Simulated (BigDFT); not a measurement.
Set-up for a self-consistent single point of the molecule C6H9FO.

```xyz
17

C      2.2210     0.7853     0.0322
C      1.7866    -0.4323    -0.7712
C      0.3412    -0.8319    -0.6772
C     -0.6445    -0.2535     0.0273
O     -0.6867     0.7623     0.8106
C     -2.1226     0.6568     0.9599
C     -2.1277    -0.6331     0.1515
F     -2.9024    -0.6451    -0.9591
H      1.6797     1.6839    -0.2812
H      3.2894     0.9715    -0.1196
H      2.0594     0.6341     1.1045
H      2.0192    -0.2527    -1.8278
H      2.3948    -1.2898    -0.4589
H      0.0692    -1.7032    -1.2693
H     -2.6416     1.5048     0.5001
H     -2.4212     0.5629     2.0089
H     -2.3138    -1.5198     0.7694
```

Computed with PBE, Daubechies wavelet basis, HGH (Krack) norm-conserving potentials made for PBE, isolated boundary conditions, uniform electric field in BigDFT.

BigDFT settings:

| setting | value |
|---|---|
| basis | Daubechies wavelets |
| dft.hgrids | 0.324 bohr |
| dft.rmult | 7 8 |
| dft.ixc | 11 |
| potentials | built-in HGH-K PBE |
| boundary_conditions | free |
| dft.gnrm_cv | 1e-05 |
| dft.itermax | 80 |
| dft.idsx | 6 |
| dft.nrepmax | 3 |
| dft.elecfield | 0 0 0.005 Ha/bohr |

Results:

* **Number of valence electrons**: 46
* **Number of orbitals**: 23
* **Size of the basis**: 429256
* **Number of SCF iterations**: 19
* **Grid steps along x, y, z**: 97 × 82 × 85
* **Total energy**: -2168.6760 eV
* **Largest force (vector length)**: 5.682 eV/Å
* **Dipole moment**: 2.34 D
* **Highest occupied level**: -5.05 eV

For comparison: a first run (DFT, PBE, Daubechies wavelet basis, HGH (Krack) norm-conserving potentials made for PBE, isolated boundary conditions) was changed to give this one (dft.rmult: 5 8 → 7 8; dft.elecfield: default → 0 0 0.005 Ha/bohr), and from it to this one the largest force goes from 5.907 to 5.682 eV/Å.

The grid can part forces that symmetry would make equal. Forces above 1 eV/Å remain at this geometry. The geometry comes from a cheaper method or was typed, in some cases with atoms then moved at random; it is not relaxed at this level, and the species need not be a known compound.

Cost on one core: about 6 core-minutes (a rough figure).
